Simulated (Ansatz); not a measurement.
NiRhAs: how the free axis answers a strain

NiRhAs, P4/nmm, a = 3.558 Å, c = 6.103 Å. The structure is a COD entry; whether it is the stable form wasn't checked. Ansatz: PBEsol, PAW, 420 eV, Γ-centred 10×10×6 mesh on 6 atoms, Gaussian smearing 0.10 eV; no spin polarisation. Series: uniaxial strain along a, with b, c and atoms relaxed; x is the strain in per cent. y is the change of c in per cent of 6.103 Å.

| x (%) | y (%) |
| --- | --- |
| -4.5 | ? |
| -3.0 | 0.76 |
| -1.5 | 0.36 |
| 0.0 | 0.00 |
| 1.5 | -0.27 |
| 3.0 | -0.53 |
| 4.5 | -0.74 |

Problem. Fit y = c1 x + c2 x² to the other rows, say what c1 measures, and predict the missing y.

Solution. Least squares on the rows shown. y = −0.2161 x + 0.01198 x². So −c1 = 0.216 is Poisson's ratio for this pair of axes. Along b the same runs (not shown) give 0.52. At x = -4.5 the fit asked for gives 1.22 %. The run gave 1.22 %, the same to the digits shown.

Cost: 7 runs of about 22 core-minutes in all, on Arm Neoverse V2 (shared hosts).